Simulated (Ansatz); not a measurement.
# Diamond alloy of Si and Ge (8 of 64 Si sites exchanged), 64 atoms

Theory: DFT, PBEsol, PAW, plane waves (Ansatz 0.2.0).

Command:

```sh
ansatz run in.yaml --threads 2 --pin off --max-ram 20900MiB --runs-dir r --events-out ev --progress --plain --backend cuda --devices 0, --max-vram 18GiB
```

The input less its lattice and atoms:

```yaml
crystal:
  symmetry: { detect: false }
kpoints:
  mp_grid: { grid: [1, 1, 1], shift: [0.25, 0.25, 0.25] }
hamiltonian:
  xc: pbesol
scf:
  occupations: { method: fermi_dirac, width: 0.01 }
relax:
  f_tol: 0.03
  max_steps: 80
  escape_saddle: false
  adjacent_minimum: "off"
  cell: { fix: [shape] }
output:
  forces: true
  eigenvalues: true
  populations: true
```

Start:

```
Si Ge
1.0
    10.92385    0.00000    0.00000
     0.00000   10.92385    0.00000
     0.00000    0.00000   10.92385
Si Ge
56 8
Direct
  0.00068 0.99794 0.00067
  0.00069 0.49843 0.00253
  0.00077 0.50028 0.50431
  0.49894 0.99957 0.99957
  0.49851 0.00071 0.50154
  0.49963 0.49817 0.99952
  0.50467 0.49871 0.50326
  0.12273 0.12680 0.12301
  0.12620 0.12442 0.62068
  0.12439 0.62593 0.13025
  0.12484 0.62408 0.62571
  0.62520 0.12674 0.12461
  0.62455 0.12587 0.62563
  0.62358 0.62589 0.12512
  0.62396 0.62588 0.62658
  0.25190 0.25179 0.99956
  0.25230 0.25169 0.49787
  0.25091 0.75114 0.00212
  0.25130 0.75374 0.50195
  0.74684 0.24885 0.99770
  0.74951 0.25061 0.50141
  0.75236 0.75086 0.00057
  0.74848 0.74787 0.49855
  0.37477 0.37894 0.12595
  0.37451 0.37526 0.62211
  0.37522 0.87490 0.12602
  0.37482 0.87512 0.62745
  0.87682 0.37359 0.12555
  0.87565 0.37453 0.62827
  0.87352 0.87323 0.12866
  0.87517 0.87432 0.62668
  0.25002 0.00009 0.24826
  0.24789 0.50202 0.25057
  0.24608 0.49942 0.75243
  0.74815 0.99803 0.24747
  0.75426 0.99816 0.74794
  0.75082 0.50233 0.25322
  0.74837 0.50048 0.74901
  0.37639 0.12542 0.37433
  0.37784 0.12639 0.87373
  0.37325 0.62662 0.87543
  0.87419 0.12271 0.87373
  0.87542 0.62448 0.37954
  0.00006 0.25116 0.24953
  0.00283 0.75061 0.25272
  0.00161 0.75281 0.75210
  0.50073 0.25038 0.24928
  0.49911 0.24547 0.74894
  0.50242 0.74760 0.75137
  0.12336 0.37494 0.37597
  0.12689 0.37668 0.87500
  0.12485 0.87439 0.37536
  0.12287 0.87676 0.87638
  0.62360 0.37692 0.87615
  0.62441 0.87216 0.37835
  0.62735 0.87213 0.87480
  0.99873 0.99459 0.49995
  0.25234 0.99869 0.75014
  0.37717 0.62514 0.37462
  0.87521 0.12643 0.37463
  0.87506 0.62552 0.87436
  0.00058 0.25217 0.75194
  0.49992 0.74831 0.24897
  0.62852 0.37257 0.37332
```

Steps:

```csv
step,energy less the first (eV),largest force component (eV/Å),pressure (GPa)
start,0.000,0.901,-0.03
1,-0.519,0.236,0.05
2,-0.552,0.037,-0.01
3,-0.553,0.021,0.01
4,-0.552,0.021,0.01
```

A structure on the way, about -0.55 eV from the start:

```
Si Ge
1.0
    10.91909    0.00000    0.00000
     0.00000   10.91909    0.00000
     0.00000    0.00000   10.91909
Si Ge
56 8
Direct
  0.99925 0.99927 0.00157
  0.00207 0.49884 0.00208
  0.99977 0.50067 0.50009
  0.50006 0.00032 0.99972
  0.50071 0.00038 0.50063
  0.49991 0.49933 0.00026
  0.49984 0.49968 0.50450
  0.12563 0.12534 0.12463
  0.12774 0.12752 0.62418
  0.12513 0.62512 0.12588
  0.12484 0.62556 0.62573
  0.62454 0.12442 0.12480
  0.62515 0.12498 0.62667
  0.62719 0.62380 0.12312
  0.62493 0.62561 0.62615
  0.25132 0.24985 0.00037
  0.25137 0.25114 0.49909
  0.24933 0.74935 0.00021
  0.24864 0.75108 0.50193
  0.74974 0.24963 0.00084
  0.75002 0.25003 0.50329
  0.74932 0.75139 0.00089
  0.75022 0.74951 0.50084
  0.37516 0.37448 0.12555
  0.37503 0.37462 0.62710
  0.37368 0.87679 0.12284
  0.37738 0.87348 0.62421
  0.87632 0.37487 0.12488
  0.87368 0.37722 0.62442
  0.87499 0.87452 0.12613
  0.87385 0.87335 0.62755
  0.24996 0.00006 0.24933
  0.24769 0.49743 0.24845
  0.25028 0.50082 0.75051
  0.74816 0.99852 0.24836
  0.74918 0.99923 0.75113
  0.75247 0.50120 0.24863
  0.74742 0.49851 0.74895
  0.37510 0.12420 0.37519
  0.37796 0.12711 0.87731
  0.37551 0.62518 0.87579
  0.87361 0.12315 0.87715
  0.87564 0.62573 0.37537
  0.00196 0.25160 0.24846
  0.00016 0.74969 0.25031
  0.00098 0.75070 0.74979
  0.49831 0.24765 0.24872
  0.50037 0.24997 0.75079
  0.50026 0.74974 0.75096
  0.12469 0.37515 0.37559
  0.12837 0.37710 0.87806
  0.12712 0.87317 0.37326
  0.12365 0.87401 0.87686
  0.62500 0.37447 0.87570
  0.62721 0.87684 0.37755
  0.62449 0.87516 0.87587
  0.00191 0.99821 0.50138
  0.25170 0.00039 0.75127
  0.37237 0.62225 0.37738
  0.87371 0.12629 0.37305
  0.87524 0.62396 0.87527
  0.00023 0.25139 0.75164
  0.50151 0.75134 0.24929
  0.62475 0.37500 0.37547
```

End:

```
Si Ge
1.0
    10.91818    0.00000    0.00000
     0.00000   10.91818    0.00000
     0.00000    0.00000   10.91818
Si Ge
56 8
Direct
  0.99946 0.99944 0.00154
  0.00225 0.49898 0.00204
  0.00000 0.50063 0.49990
  0.49997 0.00057 0.99972
  0.50070 0.00038 0.50052
  0.50015 0.49955 0.99993
  0.49971 0.49970 0.50451
  0.12541 0.12540 0.12514
  0.12767 0.12730 0.62469
  0.12529 0.62515 0.12581
  0.12496 0.62535 0.62583
  0.62436 0.12476 0.12492
  0.62498 0.12483 0.62694
  0.62701 0.62395 0.12315
  0.62505 0.62557 0.62587
  0.25086 0.24987 0.00074
  0.25113 0.25089 0.49948
  0.24985 0.74934 0.00043
  0.24892 0.75057 0.50183
  0.74973 0.24977 0.00083
  0.74950 0.24993 0.50303
  0.74937 0.75140 0.00078
  0.75052 0.74944 0.50070
  0.37513 0.37484 0.12504
  0.37508 0.37463 0.62700
  0.37355 0.87728 0.12306
  0.37729 0.87347 0.62435
  0.87633 0.37504 0.12468
  0.87374 0.37685 0.62394
  0.87510 0.87456 0.12611
  0.87385 0.87303 0.62769
  0.24976 0.00005 0.24972
  0.24790 0.49743 0.24843
  0.25045 0.50058 0.75069
  0.74805 0.99848 0.24805
  0.74935 0.99902 0.75104
  0.75252 0.50124 0.24844
  0.74765 0.49838 0.74853
  0.37493 0.12436 0.37536
  0.37754 0.12741 0.87758
  0.37550 0.62543 0.87554
  0.87337 0.12301 0.87735
  0.87567 0.62561 0.37529
  0.00153 0.25167 0.24859
  0.00034 0.74961 0.25027
  0.00126 0.75051 0.74985
  0.49787 0.24785 0.24859
  0.50025 0.24984 0.75096
  0.50077 0.74959 0.75072
  0.12482 0.37498 0.37548
  0.12808 0.37700 0.87786
  0.12704 0.87304 0.37367
  0.12345 0.87369 0.87738
  0.62504 0.37456 0.87541
  0.62758 0.87712 0.37785
  0.62430 0.87538 0.87594
  0.00189 0.99806 0.50173
  0.25169 0.00005 0.75162
  0.37303 0.62266 0.37663
  0.87362 0.12600 0.37318
  0.87511 0.62393 0.87516
  0.99997 0.25124 0.75162
  0.50194 0.75192 0.24907
  0.62452 0.37525 0.37516
```

Self-consistency was reached.

Time: 6.4 s of wall time on one NVIDIA H100 with 2 processor threads, on a host shared with other runs; peak host memory 1.5 GiB.

**Question.** How much energy did the relaxation gain, and which atom moved most?

**Answer.** 0.55 eV in 4 steps, from a start with small random displacements; atom 55 (Si) moved 0.06 Å, the median atom 0.04 Å (drift of the whole cell removed).
